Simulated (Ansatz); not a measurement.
## AlN (F-43m), zone-centre modes

Theory: DFT LDA, scalar-relativistic, plane waves, PAW (Ansatz 0.2.0). The runs took a 420 eV cutoff, a Γ-centred 10×10×10 mesh and Gaussian smearing (0.05 eV). No spin polarisation.

The undisturbed cell (as given, not relaxed at this level; this zinc-blende form isn't the usual structure):

```
Al N
1.0
     0.00000    2.18399    2.18399
     2.18399    0.00000    2.18399
     2.18399    2.18399    0.00000
Al N
1 1
Direct
  0.00000 0.00000 0.00000
  0.75000 0.75000 0.75000
```

Harmonic modes by finite displacements of 0.02 Å, without the LO–TO term.

**Question.** At this geometry, is the structure stable against these modes?

**Answer.** Yes: no mode is imaginary beyond 10 cm⁻¹, and only the three translations lie near zero.

**Question.** List the wavenumbers in cm⁻¹.

**Answer.** 0, 0, 0, 647, 647, 647.

Cost: 1 run of about 0.21 core-minutes, on Arm Neoverse N1 (shared hosts).